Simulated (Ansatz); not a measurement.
Relaxed SiC (wurtzite):

```xyz
4
Lattice="3.0920 0.0000 0.0000 -1.5460 2.6777 0.0000 0.0000 0.0000 5.0743" Properties=species:S:1:pos:R:3 pbc="T T T"
Si     1.5460     0.8926     0.0026
Si     0.0000     1.7851     2.5398
C      1.5460     0.8926     3.1698
C      0.0000     1.7851     0.6327
```

Scan: atom 4 (C, nearest neighbour Si at 1.893 Å; its periodic images, 3.1 Å or more away, move with it) is displaced towards the nearest neighbour, direction (0.000, 0.943, -0.333) in Cartesian axes, by s. The other atoms stay.

The numbers are results of PBE (plane waves to 420 eV, PAW, scalar-relativistic; Ansatz, a program for electronic structure), not measurements. k mesh 10×10×5 (Γ-centred), Fermi-Dirac smearing 0.05 eV. E stands for the smeared free energy. Left out: 1 of 11 points, with atoms too close for the PAW data. SiC was relaxed with its symmetry unable to fall. ΔE is measured from the undisplaced structure.

```json
[
 {"s (Å)": "-0.570", "ΔE (meV/cell)": "1394"},
 {"s (Å)": "-0.456", "ΔE (meV/cell)": "1054"},
 {"s (Å)": "-0.342", "ΔE (meV/cell)": "700"},
 {"s (Å)": "-0.228", "ΔE (meV/cell)": "…"},
 {"s (Å)": "-0.114", "ΔE (meV/cell)": "…"},
 {"s (Å)": "0.000", "ΔE (meV/cell)": "0"},
 {"s (Å)": "0.114", "ΔE (meV/cell)": "…"},
 {"s (Å)": "0.228", "ΔE (meV/cell)": "682"},
 {"s (Å)": "0.342", "ΔE (meV/cell)": "1807"},
 {"s (Å)": "0.456", "ΔE (meV/cell)": "3827"}
]
```

Complete the blanks.


- -0.228, ΔE (meV/cell): 366
- -0.114, ΔE (meV/cell): 107
- 0.114, ΔE (meV/cell): 146

(A displaced cell: forces are minus the slopes of the energy, force constants its curvatures, and phonons follow from these.)
